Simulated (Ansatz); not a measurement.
TiAl (CuAu type, space group P4/mmm)

```
TiAl
1.0
    5.62584     0.00000     0.00000
    0.00000     2.81292     0.00000
    0.00000     0.00000     4.05841
Al Ti
2 2
Direct
  0.25000   0.50000   0.50000
  0.75000   0.50000   0.50000
  0.00000   0.00000   0.00000
  0.50000   0.00000   0.00000
```

In each cell atom 2 (Al, nearest neighbour Al at 2.813 Å; its periodic images, 2.8 Å or more away, move with it) moves by s·(0.000, 0.000, 1.000) (along Cartesian z), the rest being held.

These are r2SCAN (plane waves to 500 eV, PAW, scalar-relativistic; Ansatz, a quantum-chemistry and plane-wave program) values and carry that method's errors. k mesh 7×13×9 (Γ-centred), Fermi-Dirac smearing 0.05 eV. Energies are smeared free energies. With partly filled bands, energies and forces of such displacements shift with the k mesh and the smearing. TiAl is run without spin polarisation. TiAl was relaxed with its symmetry unable to fall. The zero of ΔE is the undisplaced structure.

The scan covers s from -0.560 to 0.560 Å in 11 points.

Task: Is this a single well or a double well?

Result: A single well with its minimum at or next to zero displacement.

Task: Is the energy the same for equal positive and negative displacements?

Result: Even: the same for both signs. With its periodic images moving along, the atom's site symmetry in this cell is mmm.

Task: What is the force constant k = d²E/ds² of this move at s = 0?

Result: 7.63 eV/Å².

(A displaced cell: forces are minus the slopes of the energy, force constants its curvatures, and phonons follow from these.)
